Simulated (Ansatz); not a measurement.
Ansatz input file:

```yaml
crystal:
  lattice:
    - [-1.43585, 2.3741, 2.7428]
    - [1.43585, -2.3741, 2.7428]
    - [1.43585, 2.3741, -2.7428]
  atoms:
    - { symbol: Cr, position: [0.0, 0.0, 0.0] }
    - { symbol: B, position: [0.8492, 0.6559, 0.1933] }
    - { symbol: B, position: [0.1508, 0.3441, 0.8067] }
    - { symbol: B, position: [0.5374, 0.3441, 0.1933] }
    - { symbol: B, position: [0.4626, 0.6559, 0.8067] }
basis:
  ecutwfc: 500
kpoints:
  mp_grid: { grid: [14, 14, 14] }
hamiltonian:
  xc: r2scan
scf:
  occupations: { method: gaussian, width: 0.1 }
output:
  forces: true
  stress: true
  eigenvalues: true
  populations: true
```

Run as
```bash
ansatz run input.yaml --threads 1 --pin off --max-ram 2560MiB --backend cpu --events-out ev --progress --plain --runs-dir out
```

These are results of DFT r2SCAN, scalar-relativistic, plane waves, PAW in Ansatz, not measurements.

Part of what the program printed, abridged (iterations and final results):

```
SCF iter   1: F=—  HF=-4010.127579 eV  |F-HF|=—  |Δ(HF+E_count)|=         —  Δρ=1.36e-2  dr2=7.86e-2  dr2_τ=4.47e-1  ethr=1.77e-3  ⟨swp⟩=5.6  Hψ=38553  notcnv=0
SCF iter   2: F=—  HF=-4010.223557 eV  |F-HF|=—  |Δ(HF+E_count)|=   9.60e-2  Δρ=9.12e-3  dr2=1.75e-2  dr2_τ=1.90e-3  ethr=3.02e-4  ⟨swp⟩=2.0  Hψ=16748  notcnv=0  defer=372
SCF iter   3: F=—  HF=-4010.222563 eV  |F-HF|=—  |Δ(HF+E_count)|=   9.94e-4  Δρ=6.18e-3  dr2=1.62e-2  dr2_τ=2.52e-4  ethr=6.73e-5  ⟨swp⟩=3.0  Hψ=14403  notcnv=0  defer=372
SCF iter   4: F=—  HF=-4010.221251 eV  |F-HF|=—  |Δ(HF+E_count)|=   1.31e-3  Δρ=1.68e-3  dr2=9.85e-4  dr2_τ=5.89e-5  ethr=6.25e-5  ⟨swp⟩=2.0  Hψ=8533  notcnv=0  defer=372
SCF iter   5: F=—  HF=-4010.221229 eV  |F-HF|=—  |Δ(HF+E_count)|=   2.25e-5  Δρ=5.14e-4  dr2=5.94e-5  dr2_τ=1.69e-6  ethr=3.79e-6  ⟨swp⟩=1.9  Hψ=8431  notcnv=0  defer=372
SCF iter   6: F=—  HF=-4010.221230 eV  |F-HF|=—  |Δ(HF+E_count)|=   1.16e-6  Δρ=1.59e-4  dr2=7.45e-6  dr2_τ=2.58e-7  ethr=2.28e-7  ⟨swp⟩=2.4  Hψ=11468  notcnv=0  defer=372
SCF iter   7: F=—  HF=-4010.221233 eV  |F-HF|=—  |Δ(HF+E_count)|=   3.21e-6  Δρ=4.54e-5  dr2=8.41e-7  dr2_τ=2.42e-8  ethr=2.87e-8  ⟨swp⟩=2.3  Hψ=10896  notcnv=0  defer=372
SCF iter   8: F=—  HF=-4010.221233 eV  |F-HF|=—  |Δ(HF+E_count)|=   1.71e-7  Δρ=1.80e-5  dr2=1.39e-7  dr2_τ=4.59e-9  ethr=3.23e-9  ⟨swp⟩=2.0  Hψ=10500  notcnv=0  defer=372
SCF iter   9: F=-4010.221233 eV  HF=-4010.221233 eV  |F-HF|=8.15e-9  |Δ(HF+E_count)|=   6.69e-9  Δρ=5.06e-6  dr2=9.93e-9  dr2_τ=1.96e-10  ethr=3.85e-10  ⟨swp⟩=8.0  Hψ=27677  notcnv=0
SCF 1 converged in 9 iterations: F = -4010.221233 eV  dr2 = 9.93e-9
SCF converged after 9 iterations
Free energy (F): -4010.221233 eV
Harris-Foulkes:  -4010.221233 eV  (|F-HF|=8.15e-9)
Internal energy: -4010.219143 eV  (E = F + TS)
E sigma→0 (E₀):  -4010.220188 eV
Entropy (-TS):   -0.002090 eV (-0.418 meV/atom)
Fermi energy:    13.613429 eV
--- Per-component energies (eV) ---
  E_band       = -167.565891
  E_kinetic    = 541.310847
  E_local      = -1794.294547  (includes V_loc(G=0)·N_el)
  E_nonlocal   = 122.899279
  E_hartree    = 784.439411
  E_xc         = -265.193627
  E_vxc        = -368.366693  (∫ρ·V_xc dr)
  E_paw        = -1522.786485  (= ΣΔE_a)
  E_vpaw       = -258.616346  (= ΣTr[D̂ρ^β])
  E_aug_tail   = 0.000213  (compensation charges beyond the density's cutoff)
  E_vtau       = 20.617518  (kinetic-family band-sum trace: ∫τ·v_τ [+ j·A + Jᵃ·Aᵃ] dr)
  E_ewald      = -1876.248138
  E_core_change = -0.346096  (= ΣΔE_core)
  E_smearing   = -0.002090  (= −TS)
--- Forces (eV/Å), atoms counted from 1 ---
  atom   1  Cr     0.00000000     0.00000000     0.00000000
  atom   2  B      0.00000000     0.25339426     0.36187917
  atom   3  B      0.00000000    -0.25339426    -0.36187917
  atom   4  B      0.00000000     0.25339426    -0.36187917
  atom   5  B      0.00000000    -0.25339426     0.36187917
--- Stress (GPa, compression-positive) ---
       -6.817264       0.000000       0.000000
        0.000000      -2.889792       0.000000
        0.000000       0.000000      -3.939072
  P = ⅓ Tr σ = -4.5487 GPa (-45.487 kbar)
--- Band table (eV; the first three rows and the last of 428) ---
  k-point 0: bands = ["-60.8398", "-31.0091", "-31.0007", "-30.9923", "-1.8506", "5.0838", "7.2569", "8.2491", "8.4630", "8.9257", "10.9349", "11.1583", "12.8386", "17.0697", "17.8134", "17.9531", "18.3333", "18.7274"]
  k-point 1: bands = ["-60.8390", "-31.0097", "-31.0081", "-30.9917", "-1.7389", "5.0590", "7.0049", "8.4157", "8.5134", "9.1738", "10.8426", "10.9414", "12.7064", "16.9011", "17.4073", "17.6107", "17.9964", "19.0373"]
  k-point 2: bands = ["-60.8367", "-31.0349", "-31.0055", "-30.9899", "-1.4080", "5.0169", "6.5228", "8.6443", "8.8747", "9.5781", "10.3570", "10.5376", "12.4111", "16.2529", "16.9818", "17.1657", "17.4243", "19.2467"]
  k-point 427: bands = ["-60.8392", "-31.0185", "-31.0072", "-31.0043", "1.8825", "2.2300", "3.4958", "5.0805", "11.2075", "11.3954", "11.9522", "12.9215", "13.6129", "13.6649", "14.3052", "16.8310", "16.8610", "22.2410"]
--- Löwdin populations: 5 sites ---
  site symbol q [e]
     0     Cr     13.3958
     1      B      3.1299
     2      B      3.1299
     3      B      3.1299
     4      B      3.1299
  spilling = 0.003261 (of n_electrons = 26.000000)
```

The calculation finished and met its thresholds.

The run took 54 s on 1 thread of Arm Neoverse V1, with other jobs on the host, peak memory 0.66 GiB.